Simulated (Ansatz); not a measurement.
MgI2:
```xyz
3
Lattice="4.0764 0.0000 0.0000 -2.0382 3.5303 0.0000 0.0000 0.0000 6.6890" Properties=species:S:1:pos:R:3 pbc="T T T"
Mg     0.0000     0.0000     0.0000
I      0.0000     2.3535     1.6568
I      2.0382     1.1768     5.0321
```

Relaxed with LDA. Special points in fractions of this cell's reciprocal vectors: Γ (0.000, 0.000, 0.000); M (0.500, 0.000, 0.000); K (0.333, 0.333, 0.000); A (0.000, 0.000, 0.500); L (0.500, 0.000, 0.500); H (0.333, 0.333, 0.500).

List the band energies nearest the valence-band maximum at these points for LDA (plane waves, PAW; program Ansatz).

In eV from the valence-band maximum; about four levels below and three above (degenerate sets whole), none deeper than 8.9 eV; points with the same levels are listed once.

```
k                          below                above
-  -----------------------------  -------------------
Γ   -0.53 -0.53 -0.10 -0.10 0.00  3.59 4.59 6.67 6.67
M        -2.19 -1.55 -1.13 -0.53       3.49 5.13 5.20
K  -2.62 -2.62 -2.11 -1.51 -1.51       3.62 7.39 7.39
A        -0.40 -0.40 -0.24 -0.24  4.67 4.72 6.44 6.44
L        -1.32 -1.25 -0.97 -0.86       3.38 4.91 5.44
H  -3.11 -3.11 -2.54 -0.63 -0.63       4.82 5.50 5.50
```

Space group P-3m1 (CdI2 type). The LDA relaxation kept the symmetry of its start; phonons on a q-mesh show no instability. A crystal of weakly bound layers computed without a dispersion correction: the cell and the soft elastic constants depend strongly on that. Spin–orbit coupling is left out wherever it is not named.

Potentials: the later of the program's two PAW sets.
